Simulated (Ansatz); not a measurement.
Ir (hcp (Mg type), space group No. 194) under volume change, the program Ansatz at the r²SCAN level (PAW), shape and atoms relaxed at each volume.

```csv
V (Å³/atom),E − E(relaxed) (meV/atom),P (GPa)
12.978,163.0,44.70
13.406,67.9,27.05
13.834,15.9,12.30
14.262,0.0,0.01
14.690,14.1,-10.23
15.118,53.1,-18.74
15.545,112.9,-25.81
```

Question: What does a third-order Birch–Murnaghan fit give for V₀, B₀ and B′?

Answer: V₀ = 14.26 Å³/atom, B₀ = 373 GPa, B′ = 5.1.

Space group P6_3/mmc (hcp (Mg type)). The workflow started from a Materials Project entry (that database holds measured and hypothetical structures alike); the Crystallography Open Database copy checked does not list it. It is not the phase usual at ambient conditions (space group No. 225). The r²SCAN relaxation kept the symmetry of its start; of distortions, only those at the zone centre were tested. The run is not spin-polarised. Spin–orbit coupling is left out wherever it is not named.

Potentials: the later of the program's two PAW sets.
